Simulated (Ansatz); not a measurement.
**Sb: from a starting cell to a relaxed one**

The start is a generated cell, Sb placed in the fcc structure type. A full variable-cell relaxation at zero pressure is run with PBEsol (plane waves to 420 eV, PAW, scalar-relativistic; Ansatz, a quantum-chemistry and plane-wave program). First-step values are on the input's coarse k-mesh.

Ansatz input (later rounds restart from its end on a renewed k-mesh):
Ansatz 0.2 input:
```yaml
crystal:
  lattice:
    - [0, 2.39571, 2.39571]
    - [2.39571, 0, 2.39571]
    - [2.39571, 2.39571, 0]
  atoms:
    - { symbol: Sb, position: [0, 0, 0] }
basis: { ecutwfc: 420, ecutrho_ratio: 4, xc_grid: 2, fft_grid_basis: typed }
kpoints: { mp_grid: { grid: [12, 12, 12] } }
hamiltonian:
  xc: pbesol
  dispersion: none
  pseudopotentials: { azcp: { folder: ./paw }, kind: paw }
scf: { occupations: { method: fermi_dirac, width: 0.05 } }
relax: { f_tol: 0.01, max_steps: 100, cell: { stress_tol: 0.02 } }
output: { forces: true, stress: true }
```

**Question.** How large is the pressure on the unrelaxed cell, and of which sign?

**Answer.** -2.7 GPa (negative: the cell is under tension).

**Question.** How much energy is released per atom?

**Answer.** 0.01 eV/atom.

**Question.** How do the shortest distances between atoms change?

**Answer.** The closest pairs of elements (up to four, under 3.6 Å), start → end: Sb–Sb 3.39 → 3.33 Å.

**Question.** Is the relaxed structure metallic? Give its gap.

**Answer.** No gap (metallic).

**Question.** What does it relax into? Give the structure.

**Answer.** 
Space group Fm-3m (No. 225); a = b = c = 4.715 Å, α = β = γ = 90.00°

| atom | site | symmetry | x | y | z |
|---|---|---|---|---|---|
| Sb | 4a | m-3m | 0.0000 | 0.0000 | 0.0000 |
(The calculation used a cell of 1 atom; values per cell refer to that cell.)

The space group stays Fm-3m (No. 225) (the run could not lower it); the end is fcc (Cu type), with 1 atom in the primitive cell. Final values are on a 17×17×17 k-mesh of the relaxed cell. No spin polarisation in the result. The relaxed primitive cell holds an odd number of electrons. A magnetic state may lie lower.

The run could not lose the symmetry of its start: the end is stationary, and may be a saddle point rather than a minimum.

The relaxed structure here is a generated cell of Sb: the first start was made by placing the elements on the sites of a structure type, and the end was not matched to a known phase here, so it may be hypothetical. Known forms of Sb include space group No. 166.
